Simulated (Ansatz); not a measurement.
Relaxed-ion elastic tensor of Au (bcc (W type), Im-3m) in GPa (Voigt order), plane-wave PAW PBEsol (Ansatz code); density 19.19 g/cm³, 17.04 Å³ per atom.

|  | 1 | 2 | 3 | 4 | 5 | 6 |
|---|---|---|---|---|---|---|
| 1 | 167 | 177 | 177 | 0.0 | 0.0 | 0.0 |
| 2 | 177 | 167 | 177 | 0.0 | 0.0 | 0.0 |
| 3 | 177 | 177 | 167 | 0.0 | 0.0 | 0.0 |
| 4 | 0.0 | 0.0 | 0.0 | 69.9 | 0.0 | 0.0 |
| 5 | 0.0 | 0.0 | 0.0 | 0.0 | 69.9 | 0.0 |
| 6 | 0.0 | 0.0 | 0.0 | 0.0 | 0.0 | 69.9 |

**Question.** Is the crystal mechanically stable?

**Answer.** No: the smallest eigenvalue of C is -9.9 GPa.

The workflow started from a Materials Project entry (that database holds measured and hypothetical structures alike); the Crystallography Open Database copy checked does not list it. It is not the phase usual at ambient conditions (space group No. 225). The cell was relaxed with PBEsol under the symmetry of its start. At this level the phase is mechanically unstable. As this level gives no gap, shear constants depend on the k-mesh and smearing (Fermi–Dirac, 0.1 eV here). Scalar-relativistic: spin–orbit coupling is off unless named, which matters more the heavier the elements.

Potentials: the later of the program's two PAW sets.
